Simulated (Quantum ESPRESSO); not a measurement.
Band energies of SiC

```xyz
2
Lattice="0.0000 2.1627 2.1627 2.1627 0.0000 2.1627 2.1627 2.1627 0.0000" Properties=species:S:1:pos:R:3 pbc="T T T"
C      0.0000     0.0000     0.0000
Si     3.2441     3.2441     3.2441
```

norm-conserving LDA (Quantum ESPRESSO, 82 Ry, scalar-relativistic); path ΓXWKΓLUWLK,UX; energies in eV from the valence-band maximum.

```csv
k (1/Å),point,band 1,band 2,band 3,band 4,band 5,band 6,band 7
0.00,Γ,-15.50,0.00,0.00,0.00,6.55,7.36,7.36
0.45,,-14.87,-1.54,-1.00,-1.00,5.78,7.55,8.89
1.01,,-12.45,-5.31,-2.74,-2.74,2.42,5.05,12.44
1.45,X,-10.29,-7.90,-3.24,-3.24,1.31,4.28,14.07
1.57,,-10.28,-7.86,-3.39,-3.37,1.55,4.50,13.80
2.18,W,-10.04,-7.08,-5.12,-4.80,5.18,9.56,9.58
2.69,K,-10.29,-7.34,-5.68,-2.64,3.07,7.79,11.91
2.80,,-10.48,-7.20,-5.83,-2.39,3.50,8.77,11.26
3.31,,-12.94,-5.42,-3.87,-0.91,6.08,8.50,8.72
3.72,,-14.68,-2.68,-1.53,-0.16,7.15,7.47,7.82
4.23,Γ,-15.50,0.00,0.00,0.00,6.55,7.36,7.36
4.72,,-14.77,-2.96,-0.42,-0.42,6.40,7.95,7.95
5.20,,-12.76,-7.30,-0.96,-0.96,5.71,7.47,7.47
5.49,L,-11.80,-8.69,-1.06,-1.06,5.59,7.25,7.25
5.69,,-11.70,-8.57,-1.67,-1.23,5.78,6.95,7.63
6.18,,-10.67,-7.48,-5.23,-2.31,3.67,8.82,10.81
6.38,U,-10.29,-7.34,-5.68,-2.64,3.07,7.79,11.91
6.59,,-10.22,-7.27,-5.57,-3.34,3.86,7.98,10.86
6.89,W,-10.04,-7.08,-5.12,-4.80,5.18,9.56,9.58
7.08,,-10.27,-7.13,-5.31,-4.04,5.13,8.66,9.90
7.55,,-11.44,-8.29,-2.78,-1.72,5.53,6.98,8.94
7.92,L,-11.80,-8.69,-1.06,-1.06,5.59,7.25,7.25
8.01,,-11.78,-8.66,-1.19,-1.10,5.67,7.12,7.32
8.46,,-11.08,-7.90,-4.12,-1.96,4.33,8.69,9.64
8.81,K,-10.29,-7.34,-5.68,-2.64,3.07,7.79,11.91
8.81,U,-10.29,-7.34,-5.68,-2.64,3.07,7.79,11.91
9.32,X,-10.29,-7.90,-3.24,-3.24,1.31,4.28,14.07
```

The LDA gap is indirect, 1.31 eV, from Γ to X; the smallest direct gap is 4.55 eV.

Geometry relaxed with LDA.
